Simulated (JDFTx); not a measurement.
| Property | Value |
|---|---|
| surface | Ag(100) |
| bulk | Ag, Fm-3m, lattice of mp-124 (not re-optimised) |
| slab | 4 atoms in 4 planes, 1x1, 6.2 Å between the outermost planes |
| in-plane cell | 2.902 × 2.902 Å, 8.42 Å² |
| cell height | 22.2 Å |
| sampling | 8×8×1 k mesh, Fermi smearing 0.01 Ha, no spin polarisation |

Profiles through the double layer of this slab, charged, in linear PCM (GLSSA13), water, 1 M KCl; PBE, GBRV ultrasoft potentials, plane waves to 20/100 Ha, JDFTx (a modified build). z is the height above the outermost atoms, φ the plane-averaged electrostatic potential energy of an electron (zero in the bulk liquid), ρ_b the bound charge of solvent and ions, s the cavity shape function (0 in the solid, 1 in the liquid).

```tsv
z (Å)	n (e/Å³)	s	φ (eV)	ρ_b (10⁻³ e/Å³)
0.83	0.2546	0.00	-1.243	0.00
1.29	0.0599	0.00	-0.324	0.17
1.75	0.0194	0.00	0.178	3.94
2.21	0.0069	0.05	0.097	8.47
2.68	0.0026	0.47	0.060	3.59
3.14	0.0010	0.93	0.050	1.20
3.60	0.0004	1.00	0.043	0.46
4.06	0.0002	1.00	0.037	0.20
4.53	0.0001	1.00	0.032	0.09
4.99	0.0000	1.00	0.028	0.04
5.45	0.0000	1.00	0.024	0.03
5.91	0.0000	1.00	0.020	0.02
6.38	0.0000	1.00	0.018	0.01
6.84	0.0000	1.00	0.015	0.01
7.30	0.0000	1.00	0.013	0.01
7.76	0.0000	1.00	0.011	0.01
```

### Question
Is the electrode positively or negatively charged, and roughly by how much?

### Answer
Negatively: σ = -13.6 μC/cm² per face. The liquid's bound charge is of the opposite sign overall, and far from the surface φ decays with the screening length (3.0 Å).
